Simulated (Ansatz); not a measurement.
A trial cell of ZrSi2 was relaxed with r2SCAN (plane waves to 500 eV, PAW, scalar-relativistic; Ansatz, a first-principles code).

Before: I-4 (No. 82), tI12; a = b = 9.901 Å, c = 2.307 Å, α = β = γ = 90.00°.

After relaxation:

Simulated powder pattern, Co Kα, λ = 1.79026 Å (kinematic, ideal powder, no thermal factors, no anomalous dispersion; the 24 strongest lines at most, above 1 %, up to 2θ = 90°):

```csv
2θ (°),I/Imax (%)
22.86,67
32.55,78
36.52,18
39.06,21
45.74,100
46.69,26
51.73,34
52.60,58
57.26,17
60.69,5.6
62.46,11
68.17,1.4
72.22,36
72.94,4.3
76.89,9.6
77.60,10
81.66,13
86.00,17
```

Q: Identify the relaxed structure from its pattern: crystal system, space group and cell.

A: Tetragonal, I-42d (No. 122), tI12; a = b = 9.035 Å, c = 2.803 Å, α = β = γ = 90.00°. Sites: Si 8d (0.133, 0.250, 0.125); Zr 4b (0.000, 0.000, 0.500).

Q: Index the strongest lines.

A: 22.86° (200), 32.55° (220), 45.74° (211), 52.60° (420), 72.22° (431)+(501).

No spin polarisation in the result.

The run could not lose the symmetry of its start, so the end can be a saddle point.

The relaxed structure here is a generated cell of ZrSi2: the first start was made by a random draw of sites in a space group, and the end was not matched to a known phase here, so it may be hypothetical.
